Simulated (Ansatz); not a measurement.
**NbSi: energy against volume and a worked fit**

```cif
data_structure
_symmetry_space_group_name_H-M 'Pm-3m'
_symmetry_Int_Tables_number 221
_cell_length_a 3.1564
_cell_length_b 3.1564
_cell_length_c 3.1564
_cell_angle_alpha 90.000
_cell_angle_beta 90.000
_cell_angle_gamma 90.000
_cell_volume 31.45
loop_
_atom_site_label
_atom_site_type_symbol
_atom_site_symmetry_multiplicity
_atom_site_Wyckoff_symbol
_atom_site_fract_x
_atom_site_fract_y
_atom_site_fract_z
_atom_site_occupancy
Nb1 Nb 1 a 0.00000 0.00000 0.00000 1
Si1 Si 1 b 0.50000 0.50000 0.50000 1
```

The cell comes from a database or a generator and needn't be the stable form of this composition.

The cell was scaled at fixed shape and fractions and run with Ansatz, Ansatz PAW (earlier soft set), cutoff 420 eV; PBE, k mesh 8 × 8 × 8 on the cell of 2 atoms, fermi-dirac occupations of 0.05 eV, no spin polarisation, no spin-orbit coupling. Energies are those that the program minimises, any entropy of the smearing included. For a metal such a mesh isn't converged to the digits shown.

```csv
V (Å³/atom),energy over the lowest row (meV/atom)
14.7805,32.93
15.0950,13.98
15.4095,3.27
15.7240,0.00
16.0385,?
16.3529,12.71
16.6674,27.29
```

Task: Fit the third-order Birch-Murnaghan form, give V0, B0 and B′, and predict the energy left open.

Result: With y = (V0/V)^(2/3), E = E0 + (9 V0 B0/16) [(y - 1)³ B′ + (y - 1)² (6 - 4y)]. Least squares through the rows shown give V0 = 15.7155 Å³/atom, E0 = 0.01 meV, B0 = 169.2 GPa (1 eV/Å³ = 160.218 GPa) and B′ = 4.58, with a largest miss of 0.03 meV. At V = 16.0385 the form with these constants gives 3.39 meV; the run gave 3.39 meV an atom.
